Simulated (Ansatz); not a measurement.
Put Mg₄BrO₃ in P-43m (No. 215): Mg on 4e; Br on 1b; O on 3d. The guess for Mg₄BrO₃ was made by a generator: ordered mixture on the anion sites of zinc blende (occupants of the shared sites, in ratio, O: 3, Br: 1).

The calculation used DFT PBE, scalar-relativistic, plane waves, PAW in Ansatz. Cutoff 420 eV, Γ-centred mesh, Gaussian smearing, no spin polarisation.

Energies over the elements count from the elements' standard structures at the same level (O₂ as a molecule), with no fitted energy shifts. The references include crystalline Br.

Problem. Give the relaxed lattice parameters and positions.

Solution.

Space group P-43m (No. 215). a = 5.013 Å, b = 5.013 Å, c = 5.013 Å, α = 90.00°, β = 90.00°, γ = 90.00°
```json
{"atom": "Mg", "site": "4e", "symmetry": ".3m", "x": "0.7972", "y": "0.7972", "z": "0.7972"}
{"atom": "Br", "site": "1b", "symmetry": "-43m", "x": "0.5000", "y": "0.5000", "z": "0.5000"}
{"atom": "O", "site": "3d", "symmetry": "-42.m", "x": "0.0000", "y": "0.0000", "z": "0.5000"}
```

Mg is surrounded by 3 O at 2.07 Å and 1 Br at 2.58 Å; Br is surrounded by 4 Mg at 2.58 Å; O has 4 Mg at 2.07 Å. Another local minimum with the same sites may exist.

Problem. And its energy and gap?

Solution. The formation energy is −1.97 eV/atom. The gap on the 8×8×8 mesh of the 8-atom cell is 0 eV (a metal). A negative formation energy is needed for stability but isn't enough: competing phases decide.

The last run used Gaussian smearing of 0.10 eV. An odd number of electrons in the primitive cell allows no gap without spin; a larger cell or a magnetic state could open one. The reference form of Br is held partly by dispersion forces, which this level lacks. Symmetry constrained the relaxation, so the result can be a saddle point.
